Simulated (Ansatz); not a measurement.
Data sheet: LiMg$_{2}$ (DFT)

LiMg₂:
```cif
data_Li2Mg4
_chemical_formula_sum 'Li2 Mg4'
_space_group_name_H-M_alt 'I4/mmm'
_space_group_IT_number 139
_space_group_name_Hall '-I 4 2'
_cell_length_a 3.44536
_cell_length_b 3.44536
_cell_length_c 10.48841
_cell_angle_alpha 90.000
_cell_angle_beta 90.000
_cell_angle_gamma 90.000
loop_
_atom_site_label
_atom_site_type_symbol
_atom_site_symmetry_multiplicity
_atom_site_Wyckoff_symbol
_atom_site_fract_x
_atom_site_fract_y
_atom_site_fract_z
_atom_site_occupancy
Li1 Li 2 b 0.00000 0.00000 0.50000 1
Mg1 Mg 4 e 0.00000 0.00000 0.15872 1
```
(The calculation used a cell of 3 atoms; values per cell refer to that cell.)

Space group I4/mmm (No. 139); conventional cell a = b = 3.4454 Å, c = 10.4884 Å, α = β = γ = 90.00°.

Method: plane-wave PAW r²SCAN (Ansatz code). Structure relaxed to zero pressure with the same functional. Other levels are named where they apply.

**Cell and energy**

- Volume per atom = 20.75 Å³
- Density = 1.48 g/cm³
- Formation energy from the elements (no fitted shifts) = -0.055 eV/atom

**Electronic structure**

- Electronic character: metallic (no gap)
- Density of states at the Fermi level: 0.31 states/eV per atom (mean over ±0.08 eV)

The workflow started from a Materials Project entry (that database holds measured and hypothetical structures alike); the Crystallography Open Database copy checked does not list it. Its standing as an ambient phase is unchecked. The r²SCAN relaxation kept the symmetry of its start; whether a distortion lowers the energy is not shown. Axis ratios of metals converge slowly with the k-mesh, so a and c are less sure than the volume. The references are the lowest solids computed at this level, not always the standard phases.

Potentials: the later of the program's two PAW sets.
